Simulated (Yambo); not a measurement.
KBr (rock salt, space group Fm-3m, No. 225), G0W0@PBEsol (Yambo, plasmon pole, terminator in G, 4×4×4 mesh): gap Γ → Γ in eV by bands and screening block.

| bands (W and G) | 2 Ry | 3 Ry | 5 Ry | 6 Ry | 8 Ry |
|---|---|---|---|---|---|
| 24 | 6.73 | 6.83 | 6.89 | 6.90 | 6.91 |
| 42 | 6.56 | 6.73 | 6.83 | 6.85 | 6.88 |
| 64 | 6.52 | (withheld) | 6.83 | 6.87 | 6.90 |
| 95 | 6.51 | 6.70 | 6.85 | 6.89 | (withheld) |
| 125 | 6.51 | 6.70 | (withheld) | 6.90 | 6.96 |

### Question
Estimate the withheld gaps from their neighbours; the computed values follow.

### Answer

- 64, 3 Ry: 6.71
- 95, 8 Ry: 6.94
- 125, 5 Ry: 6.86

The largest settings aren't shown to be the converged limit.

Spin-orbit coupling is not included.

Geometry relaxed with PBEsol; primitive cell a = b = c = 4.6306 Å, α = β = γ = 60.00°.
